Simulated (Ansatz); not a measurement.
BaTe (rock salt, Fm-3m), DFT-r²SCAN in the program Ansatz with PAW potentials, all energies at zero smearing, with the estimated change up to a 700 eV cutoff added, with one set of potentials and settings (totals compare only within such a set). Cell of 2 atoms (1 Ba, 1 Te): -12963.526 eV.

| element | reference phase | E (eV/atom) |
|---|---|---|
| Ba | Im-3m, 1 atoms in the cell | -5964.4614 |
| Te | P3_121, 3 atoms in the cell | -6994.8235 |

Formation energy per atom, worked out: (-12963.526 − 1×(-5964.4614) − 1×(-6994.8235))/2 = -2.121 eV/atom (-205 kJ per mol of atoms), at 0 K, without zero-point energy or fitted corrections.

The cell was relaxed with r²SCAN under the symmetry of its start; of distortions, only those at the zone centre were tested. The references are the lowest solids computed at this level, not always the standard phases. Scalar-relativistic: spin–orbit coupling is off unless named, which matters more the heavier the elements.

Potentials: the later of the program's two PAW sets.
